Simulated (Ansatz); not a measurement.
Relaxed polymorphs of Lu. Calculation: PBEsol (plane waves to 420 eV, PAW, scalar-relativistic; Ansatz, a quantum-chemistry and plane-wave program). One row is withheld; estimate it from its structure type, its coordination and the trend of the others.

```tsv
structure	coordination	E − E(first row) (eV/atom)	V (Å³/atom)
P6₃/mmc, hP2, hcp (Mg type)	Lu 12 (anticuboctahedral)	0.00	27.49
Fm-3m, cF4, fcc (Cu type)	Lu 12 (cuboctahedral)	0.04	27.16
Im-3m, cI2, bcc (W type)	Lu 8 (cubic)+6	0.15	27.88
Pm-3m, cP1, simple cubic type	Lu 6 (octahedral)	…	…
R-3m, hR3	–	0.01	27.25
```

What belongs in the gaps?


- Pm-3m, cP1, simple cubic type, E − E(first row) (eV/atom): 0.88
- Pm-3m, cP1, simple cubic type, V (Å³/atom): 30.76

The withheld cell: Pm-3m (No. 221), cP1, simple cubic type; a = b = c = 3.133 Å, α = β = γ = 90.00°; Lu 1a (0.000, 0.000, 0.000). Coordination numbers (neighbours up to the widest gap in distance over summed covalent radii, below 1.35; n+m marks a second, longer set).

Each run could gain symmetry but not lose that of its start, so entries can be saddle points. From databases, or of a type measured for this composition: P6₃/mmc, hP2, hcp (Mg type); R-3m, hR3; the others are generated cells (placed on structure types, drawn at random, substituted or restacked) that were not matched to a known phase here. Static energies at zero pressure. No spin polarisation in the result.
